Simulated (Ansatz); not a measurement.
Be₃N₂:
```xyz
5
Lattice="1.4174 0.8184 4.8616 -1.4174 0.8184 4.8616 0.0000 -1.6367 4.8616" Properties=species:S:1:pos:R:3 pbc="T T T"
Be     0.0000     0.0000     2.0544
Be     0.0000     0.0000     9.9526
Be     0.0000     0.0000    13.2889
N      0.0000     0.0000    11.6073
N      0.0000     0.0000     4.2534
```

Relaxed with r²SCAN. Independent-particle spectrum: no excitons, no local fields, no scissors shift; 0.1 eV broadening; ε₁ of the summed bands alone.

Problem. Tabulate the dielectric function from DFT-r²SCAN in the program Ansatz with PAW potentials.

Solution. 

```csv
E (eV),ε₁ xx,ε₂ xx,ε₁ zz,ε₂ zz
0.0,4.18,0.00,4.64,0.00
0.5,4.19,0.00,4.65,0.00
1.0,4.21,0.00,4.68,0.00
1.5,4.25,0.00,4.74,0.00
2.0,4.30,0.00,4.82,0.00
2.5,4.37,0.00,4.94,0.00
3.0,4.47,0.00,5.09,0.00
3.5,4.59,0.00,5.31,0.00
4.0,4.74,0.00,5.63,0.00
4.5,4.96,0.01,6.34,0.14
5.0,5.22,0.06,6.47,0.79
5.5,5.54,0.11,6.68,1.08
6.0,5.97,0.17,7.07,1.41
6.5,6.66,0.29,7.72,1.94
7.0,8.12,1.15,8.89,3.62
7.5,7.99,2.81,7.55,5.39
8.0,7.52,4.23,6.63,6.43
8.5,6.77,4.94,4.55,6.89
9.0,6.35,4.82,4.06,4.19
9.5,6.00,7.02,7.45,5.97
10.0,3.89,6.52,2.33,10.65
10.5,3.88,6.53,-0.72,6.10
11.0,3.30,8.56,1.51,6.88
11.5,1.70,7.12,0.99,6.81
12.0,0.86,7.41,-0.86,7.68
```

With all bands, ε∞ without local fields is 4.29 (xx = yy), 4.76 (zz). DFPT, with local fields, gives 4.32 (xx = yy), 4.74 (zz).

Space group R3m. The workflow started from a Materials Project entry (that database holds measured and hypothetical structures alike); the Crystallography Open Database copy checked does not list it. COD files the formula under space group No. 206. Its standing as an ambient phase is unchecked. The r²SCAN relaxation kept the symmetry of its start; its stability against distortions is not shown here.

Potentials: the later of the program's two PAW sets.
